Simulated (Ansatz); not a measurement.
InAs (zinc blende, F-43m) at seven volumes, PBE in the plane-wave PAW code Ansatz, scaled uniformly. One row is withheld.

```csv
V (Å³/atom),P (GPa)
26.935,5.73
27.823,3.48
28.711,1.59
29.599,0.00
30.487,-1.34
31.375,?
32.263,-3.39
```

Task: Fit the shown pressures and predict the withheld one.

Result: P = (3/2)B₀(x^(7/2) − x^(5/2))[1 + (3/4)(B′ − 4)(x − 1)] with x = (V₀/V)^(2/3). Least squares on the six rows gives V₀ = 29.599 Å³/atom, B₀ = 48.4 GPa, B′ = 4.81. At V = 31.375, x = 0.9619 and P = -2.45 GPa. The run itself gave -2.46 GPa.

Symmetry was held in the PBE relaxation.

Potentials: the earlier of the program's two PAW sets.
